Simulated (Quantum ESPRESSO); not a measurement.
# Ta2Ga3Sc2Y: one run as intended and one with a planted mistake

A calculation, not a measurement. The program is pw.x of Quantum ESPRESSO 7.5 (plane-wave density functional theory). The cell is made up: eight metal atoms on a face-centred cubic lattice, with elements, volume, strain and displacements drawn at random and not relaxed, so it may be unstable or far from any real phase. PseudoDojo standard norm-conserving files set the functional (PBE unless stated); there is no spin polarisation or spin-orbit coupling, the Fermi-Dirac width of 0.25 eV means electrons at about 2900 K, and the masses in the input are unused placeholders. Heavy elements are run without spin-orbit coupling, which real alloys of them have. A spin test at this wide smearing found no moment, but such smearing suppresses magnetism that the real alloy may have.

Intended input:

```
&control calculation='scf', pseudo_dir='./dojo.nc.sr.pbe.v0_5.standard.upf', outdir='./o', disk_io='minimal', tprnfor=.true., tstress=.true. /
&system ibrav=0, nat=8, ntyp=4, nbnd=63, ecutwfc=79.96652505, nosym=.true., tot_charge=0,
 occupations='smearing', smearing='fd', degauss=0.0183746611
/
&electrons conv_thr=1.470e-08, electron_maxstep=70, mixing_beta=0.5 /
ATOMIC_SPECIES
Ga 1.0 Ga.upf
Sc 1.0 Sc.upf
Ta 1.0 Ta.upf
Y 1.0 Y.upf
CELL_PARAMETERS angstrom
0.0 -2.1939 -2.1939
-6.5818 -2.1939 0.0
-2.1939 4.3879 -6.5818
ATOMIC_POSITIONS angstrom
Ta 0.0065 -0.0347 -0.0062
Ga -2.1708 2.2254 -4.4006
Ta -2.1997 0.0665 -2.1813
Ga -4.4276 2.2389 -6.5928
Sc -4.4432 -0.0147 -4.4232
Ga -4.3907 -2.1977 -2.2097
Y -6.5757 -0.0097 -6.5364
Sc -6.559 -2.1857 -4.4
K_POINTS automatic
8 4 3 1 1 1
```

The log is shortened where brackets say so; the opening notice, blank lines, dates and the lines on written files are dropped, and the path of the files is cut. It prints rydbergs, bohrs and kilobars, and counts compression as positive stress. Its total energy is the free energy E - TS of the whole cell.

Log of the intended run:

```
     Program PWSCF v.7.5
     Parallel version (MPI & OpenMP), running on       4 processor cores
     Number of MPI processes:                 4
     Threads/MPI process:                     1
     [start-up lines left out]
     bravais-lattice index     =            0
     lattice parameter (alat)  =       5.8631  a.u.
     unit-cell volume          =    1140.1991 (a.u.)^3
     number of atoms/cell      =            8
     number of atomic types    =            4
     number of electrons       =        98.00
     number of Kohn-Sham states=           63
     kinetic-energy cutoff     =      79.9665  Ry
     charge density cutoff     =     319.8661  Ry
     scf convergence threshold =      1.5E-08
     mixing beta               =       0.5000
     number of iterations used =            8  plain     mixing
     Exchange-correlation= PBE
                           (   1   4   3   4   0   0   0)
     [axes and pseudopotential details left out]
   Cartesian axes
     site n.     atom                  positions (alat units)
         1        Ta     tau(   1) = (   0.0020950  -0.0111840  -0.0019983  )
         2        Ga     tau(   2) = (  -0.6996615   0.7172594  -1.4183391  )
         3        Ta     tau(   3) = (  -0.7089762   0.0214333  -0.7030457  )
         4        Ga     tau(   4) = (  -1.4270413   0.7216105  -2.1248979  )
         5        Sc     tau(   5) = (  -1.4320693  -0.0047379  -1.4256232  )
         6        Ga     tau(   6) = (  -1.4151482  -0.7083315  -0.7121992  )
         7        Y      tau(   7) = (  -2.1193865  -0.0031264  -2.1067199  )
         8        Sc     tau(   8) = (  -2.1140040  -0.7044639  -1.4181457  )
     number of k points=    48  Fermi-Dirac smearing, width (Ry)=  0.0184
                       cart. coord. in units 2pi/alat
        k(    1) = (  -0.0534004  -0.0165731  -0.0718152), wk =   0.0416667
        k(    2) = (   0.0055233  -0.1933470   0.1049586), wk =   0.0416667
     [further k points left out]
     Dense  grid:   110231 G-vectors     FFT dimensions: (  36,  75,  90)
     Estimated max dynamical RAM per process >     348.44 MB
     Estimated total dynamical RAM >       1.28 GB
     Initial potential from superposition of free atoms
     starting charge      97.9804, renormalised to      98.0000
     Starting wfcs are   77 randomized atomic wfcs
     total cpu time spent up to now is        7.9 secs
     per-process dynamical memory:   268.4 Mb
     Self-consistent Calculation
     iteration #  1     ecut=    79.97 Ry     beta= 0.50
     Davidson diagonalization with overlap
     ethr =  1.00E-02,  avg # of iterations =  2.2
     total cpu time spent up to now is       23.8 secs
     total energy              =    -993.69564313 Ry
     estimated scf accuracy    <       1.23086919 Ry
     iteration #  2     ecut=    79.97 Ry     beta= 0.50
     Davidson diagonalization with overlap
     ethr =  1.26E-03,  avg # of iterations =  8.4
     total cpu time spent up to now is       50.1 secs
     total energy              =    -993.05775102 Ry
     estimated scf accuracy    <      21.44397470 Ry
     [iterations 3 to 17 left out]
     iteration # 18     ecut=    79.97 Ry     beta= 0.50
     Davidson diagonalization with overlap
     ethr =  3.12E-11,  avg # of iterations =  4.1
     total cpu time spent up to now is      298.9 secs
     total energy              =    -994.43807752 Ry
     estimated scf accuracy    <       0.00000003 Ry
     iteration # 19     ecut=    79.97 Ry     beta= 0.50
     Davidson diagonalization with overlap
     ethr =  3.12E-11,  avg # of iterations =  1.8
     total cpu time spent up to now is      310.8 secs
     End of self-consistent calculation
     [lines on levels left out]
!    total energy              =    -994.43807753 Ry
     estimated scf accuracy    <          7.3E-10 Ry
     smearing contrib. (-TS)   =      -0.12283256 Ry
     internal energy E=F+TS    =    -994.31524496 Ry
     The total energy is F=E-TS. E is the sum of the following terms:
     one-electron contribution =    -306.30910025 Ry
     hartree contribution      =     209.88133728 Ry
     xc contribution           =    -232.93785721 Ry
     ewald contribution        =    -664.94962478 Ry
     convergence has been achieved in  19 iterations
     Forces acting on atoms (cartesian axes, Ry/au):
     atom    1 type  3   force =    -0.04049314    0.02113959   -0.02101740
     atom    2 type  1   force =    -0.01014786   -0.01095339    0.00971523
     atom    3 type  3   force =    -0.00254332   -0.03434241    0.02777817
     atom    4 type  1   force =     0.02491662    0.01143391   -0.01101716
     atom    5 type  2   force =     0.09128268    0.00348707    0.00793947
     atom    6 type  1   force =    -0.00387358    0.00867577   -0.00757127
     atom    7 type  4   force =    -0.02811807    0.02918181   -0.03469997
     atom    8 type  2   force =    -0.03102333   -0.02862235    0.02887293
     Total force =     0.140332     Total SCF correction =     0.000122
     Computing stress (Cartesian axis) and pressure
          total   stress  (Ry/bohr**3)                   (kbar)     P=      -41.39
  -0.00026016  -0.00008129   0.00006895          -38.27      -11.96       10.14
  -0.00008129  -0.00026803   0.00007920          -11.96      -39.43       11.65
   0.00006895   0.00007920  -0.00031596           10.14       11.65      -46.48
     init_run     :      7.24s CPU      7.68s WALL (       1 calls)
     electrons    :    301.82s CPU    302.96s WALL (       1 calls)
     forces       :      2.36s CPU      2.38s WALL (       1 calls)
     stress       :      8.48s CPU      8.67s WALL (       1 calls)
     [timing details left out]
     PWSCF        :   5m20.14s CPU   5m21.96s WALL
     JOB DONE.
```

A second run has one planted mistake: one atom is of a wrong element. The input lines that differ:

```
- &system ibrav=0, nat=8, ntyp=4, nbnd=63, ecutwfc=79.96652505, nosym=.true., tot_charge=0,
+ &system ibrav=0, nat=8, ntyp=5, nbnd=58, ecutwfc=79.96652505, nosym=.true., tot_charge=0,
+ Li 1.0 Li.upf
- Ta -2.1997 0.0665 -2.1813
+ Li -2.1997 0.0665 -2.1813
```

Its log:

```
     Program PWSCF v.7.5
     Parallel version (MPI & OpenMP), running on       4 processor cores
     Number of MPI processes:                 4
     Threads/MPI process:                     1
     [start-up lines left out]
     bravais-lattice index     =            0
     lattice parameter (alat)  =       5.8631  a.u.
     unit-cell volume          =    1140.1991 (a.u.)^3
     number of atoms/cell      =            8
     number of atomic types    =            5
     number of electrons       =        88.00
     number of Kohn-Sham states=           58
     kinetic-energy cutoff     =      79.9665  Ry
     charge density cutoff     =     319.8661  Ry
     scf convergence threshold =      1.5E-08
     mixing beta               =       0.5000
     number of iterations used =            8  plain     mixing
     Exchange-correlation= PBE
                           (   1   4   3   4   0   0   0)
     [axes and pseudopotential details left out]
   Cartesian axes
     site n.     atom                  positions (alat units)
         1        Ta     tau(   1) = (   0.0020950  -0.0111840  -0.0019983  )
         2        Ga     tau(   2) = (  -0.6996615   0.7172594  -1.4183391  )
         3        Li     tau(   3) = (  -0.7089762   0.0214333  -0.7030457  )
         4        Ga     tau(   4) = (  -1.4270413   0.7216105  -2.1248979  )
         5        Sc     tau(   5) = (  -1.4320693  -0.0047379  -1.4256232  )
         6        Ga     tau(   6) = (  -1.4151482  -0.7083315  -0.7121992  )
         7        Y      tau(   7) = (  -2.1193865  -0.0031264  -2.1067199  )
         8        Sc     tau(   8) = (  -2.1140040  -0.7044639  -1.4181457  )
     number of k points=    48  Fermi-Dirac smearing, width (Ry)=  0.0184
                       cart. coord. in units 2pi/alat
        k(    1) = (  -0.0534004  -0.0165731  -0.0718152), wk =   0.0416667
        k(    2) = (   0.0055233  -0.1933470   0.1049586), wk =   0.0416667
     [further k points left out]
     Dense  grid:   110231 G-vectors     FFT dimensions: (  36,  75,  90)
     Estimated max dynamical RAM per process >     332.20 MB
     Estimated total dynamical RAM >       1.22 GB
     Initial potential from superposition of free atoms
     starting charge      87.9768, renormalised to      88.0000
     Starting wfcs are   69 randomized atomic wfcs
     total cpu time spent up to now is        8.2 secs
     per-process dynamical memory:   251.4 Mb
     Self-consistent Calculation
     iteration #  1     ecut=    79.97 Ry     beta= 0.50
     Davidson diagonalization with overlap
     ethr =  1.00E-02,  avg # of iterations =  2.3
     Threshold (ethr) on eigenvalues was too large:
     Diagonalizing with lowered threshold
     Davidson diagonalization with overlap
     ethr =  9.93E-04,  avg # of iterations =  2.8
     total cpu time spent up to now is       33.1 secs
     total energy              =    -878.15956807 Ry
     estimated scf accuracy    <       0.90824762 Ry
     iteration #  2     ecut=    79.97 Ry     beta= 0.50
     Davidson diagonalization with overlap
     ethr =  1.03E-03,  avg # of iterations =  7.1
     total cpu time spent up to now is       50.3 secs
     total energy              =    -877.40856349 Ry
     estimated scf accuracy    <      18.18932433 Ry
     [iterations 3 to 14 left out]
     iteration # 15     ecut=    79.97 Ry     beta= 0.50
     Davidson diagonalization with overlap
     ethr =  2.46E-10,  avg # of iterations =  2.0
     total cpu time spent up to now is      219.5 secs
     total energy              =    -878.67236035 Ry
     estimated scf accuracy    <       0.00000018 Ry
     iteration # 16     ecut=    79.97 Ry     beta= 0.50
     Davidson diagonalization with overlap
     ethr =  2.00E-10,  avg # of iterations =  1.1
     total cpu time spent up to now is      229.4 secs
     End of self-consistent calculation
     [lines on levels left out]
!    total energy              =    -878.67236036 Ry
     estimated scf accuracy    <       0.00000001 Ry
     smearing contrib. (-TS)   =      -0.10542598 Ry
     internal energy E=F+TS    =    -878.56693438 Ry
     The total energy is F=E-TS. E is the sum of the following terms:
     one-electron contribution =    -348.07170050 Ry
     hartree contribution      =     221.69589965 Ry
     xc contribution           =    -206.79944220 Ry
     ewald contribution        =    -545.39169133 Ry
     convergence has been achieved in  16 iterations
     Forces acting on atoms (cartesian axes, Ry/au):
     atom    1 type  4   force =    -0.01868670    0.00424474    0.00034829
     atom    2 type  1   force =    -0.01222649   -0.00493929    0.00350290
     atom    3 type  2   force =    -0.00413581   -0.01642515    0.01124601
     atom    4 type  1   force =     0.03071166    0.00990791   -0.00992614
     atom    5 type  3   force =     0.06768741    0.00433990    0.00464175
     atom    6 type  1   force =    -0.02607595    0.00347210   -0.00260111
     atom    7 type  5   force =    -0.02676176    0.02954043   -0.03574321
     atom    8 type  3   force =    -0.01051235   -0.03014064    0.02853152
     Total force =     0.110122     Total SCF correction =     0.000525
     Computing stress (Cartesian axis) and pressure
          total   stress  (Ry/bohr**3)                   (kbar)     P=      -20.52
  -0.00016651  -0.00010696   0.00012224          -24.49      -15.73       17.98
  -0.00010696  -0.00012216   0.00008631          -15.73      -17.97       12.70
   0.00012224   0.00008631  -0.00012980           17.98       12.70      -19.09
     init_run     :      6.85s CPU      7.14s WALL (       1 calls)
     electrons    :    220.26s CPU    221.22s WALL (       1 calls)
     forces       :      1.91s CPU      1.93s WALL (       1 calls)
     stress       :      6.92s CPU      6.92s WALL (       1 calls)
     [timing details left out]
     PWSCF        :   3m57.00s CPU   3m58.35s WALL
     JOB DONE.
```

```
                                            intended run  run with the mistake
                          free energy (eV)    -13530.019            -11954.946
         entropy term -TS, part of it (eV)        -1.671                -1.434
                            pressure (GPa)         -4.14                 -2.05
size of the largest force component (eV/Å)         2.347                 1.740
largest change of a force component (eV/Å)                               0.607
                                iterations            19                    16
```

For scale, a rerun of the intended cell at a higher cutoff and on a denser mesh moved values by no more than 0.002 eV in energy, 0.03 GPa in stress and 0.005 eV/Å in force, and a second program with other atomic files agreed on that cell to 2 % rms in force and 0.5 GPa in pressure. Files of another functional or element have another zero of energy, so the energy change says nothing on stability. The number of bands, nbnd, was set by rule from the electron count, so it follows the mistake.